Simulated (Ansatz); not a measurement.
Starting cell, Be (hcp, Mg type):

```yaml
crystal:
  lattice:
    - [2.26472, 0.00000, 0.00000]
    - [-1.13236, 1.96131, 0.00000]
    - [0.00000, 0.00000, 3.56124]
  atoms:
    - { symbol: Be, position: [0.33333, 0.66667, 0.75000] }
    - { symbol: Be, position: [0.66667, 0.33333, 0.25000] }
```

The atoms are displaced by Q × the pattern below (from a DFPT mode at Γ, largest move 1; Q in Å), at fixed cell.

```
atom      x      y       z
----  -----  -----  ------
Be1   0.000  0.000  -1.000
Be2   0.000  0.000   1.000
```

Method: PBE (plane waves to 420 eV, PAW, scalar-relativistic; Ansatz, a first-principles code). k mesh 23×23×13 (Γ-centred), Fermi-Dirac smearing 0.05 eV. With partly filled bands, energies and forces of such displacements shift with the k mesh and the smearing. Be was relaxed with its symmetry unable to fall. 

```csv
Q (Å),−dE/dQ from forces (eV/Å)
-0.100,3.306
-0.083,2.717
-0.067,2.153
-0.050,1.604
-0.033,1.064
-0.017,0.531
0.000,0.000
0.017,-0.531
0.033,-1.064
0.050,-1.604
0.067,-2.153
0.083,-2.717
0.100,-3.306
```

Task: What harmonic wavenumber does the curvature at Q = 0 give?

Result: 693 cm⁻¹. E″ = 31.80 eV/Å², M = Σ mᵢ|uᵢ|² = 18.0 u, ν̃ = 521.5·√(|E″|/M).

(A displaced cell: forces are minus the slopes of the energy, force constants its curvatures, and phonons follow from these.)
